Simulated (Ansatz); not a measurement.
Structure types of Bi were relaxed at one common pressure (all-electron LAPW in Ansatz 0.2.0 under PBEsol, scalar-relativistic, no spin polarisation, zero temperature). They take these volumes:

```json
{"type": "fcc", "space group": "Fm-3m", "V (Å³/atom)": "12.99"}
{"type": "bcc", "space group": "Im-3m", "V (Å³/atom)": "12.98"}
{"type": "hcp", "space group": "P6_3/mmc", "V (Å³/atom)": "13.01"}
{"type": "beta tin", "space group": "I4_1/amd", "V (Å³/atom)": "13.56"}
{"type": "diamond", "space group": "Fd-3m", "V (Å³/atom)": "15.83"}
{"type": "simple hexagonal", "space group": "P6/mmm", "V (Å³/atom)": "13.52"}
```

**Question.** At about which pressure, and is the densest type also the lowest in enthalpy?

**Answer.** 360 GPa. The densest types tie within 0.02 Å³/atom, and bcc is the lowest in enthalpy.
